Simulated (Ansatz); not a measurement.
This cell of Sn (beta-Sn type, space group I4_1/amd) is off equilibrium:

```
Sn
1.0
   -2.97350     2.97350     1.60615
    2.97350    -2.97350     1.60615
    2.97350     2.97350    -1.60615
Sn
2
Direct
  0.75000   0.25000   0.50000
  0.00000   0.07735   0.07735
```

All values below come from PBE (plane waves to 420 eV, PAW, scalar-relativistic; Ansatz, an electronic-structure program). k mesh 13×13×13 (Γ-centred), Fermi-Dirac smearing 0.05 eV. E stands for the smeared free energy. Compression counts positive. With partly filled bands, energies and forces of such displacements shift with the k mesh and the smearing. Sn was relaxed with its symmetry unable to fall.

Question: Predict the force on every atom, in eV/Å.

Answer: 
```json
[
 {"atom": "Sn1", "Fx": "2.332", "Fy": "0.000", "Fz": "-0.655"},
 {"atom": "Sn2", "Fx": "-2.332", "Fy": "0.000", "Fz": "0.655"}
]
```

Question: What is the stress tensor (GPa)?

Answer: 
```
   13.0      0.0     -4.1
    0.0     -2.2      0.0
   -4.1      0.0      2.3
```
The pressure, a third of the trace, is 4.4 GPa.

Question: In it atom 2 sits (0.460, 0.000, 0.000) Å away from its relaxed site. What is its energy relative to the relaxed cell?

Answer: 431 meV/cell.

(A displaced cell: forces are minus the slopes of the energy, force constants its curvatures, and phonons follow from these.)
